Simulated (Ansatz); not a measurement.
TeSe in space group P1 (No. 1; Pearson symbol aP6), DFT-r²SCAN+D4 in the program Ansatz with PAW potentials, all energies at zero smearing, with the estimated change up to a 700 eV cutoff added, with one set of potentials and settings (totals compare only within such a set). Cell of 6 atoms (3 Te, 3 Se): -37419.763 eV.

```csv
element,reference phase,E (eV/atom)
Te,"P3_121, 3 atoms in the cell",-6994.9777
Se,"P3_121, 3 atoms in the cell",-5478.2513
```

Formation energy per atom, worked out: (-37419.763 − 3×(-6994.9777) − 3×(-5478.2513))/6 = -0.013 eV/atom (-1 kJ per mol of atoms), at 0 K, without zero-point energy or fitted corrections.

The workflow started from a Materials Project entry (that database holds measured and hypothetical structures alike); the Crystallography Open Database copy checked does not list it. Whether it is the stable phase at ambient conditions was not checked. The cell was relaxed with r²SCAN+D4; whether a distortion lowers the energy is not shown. The references are the lowest solids computed at this level, not always the standard phases. Spin–orbit coupling is left out wherever it is not named.

Potentials: the later of the program's two PAW sets.
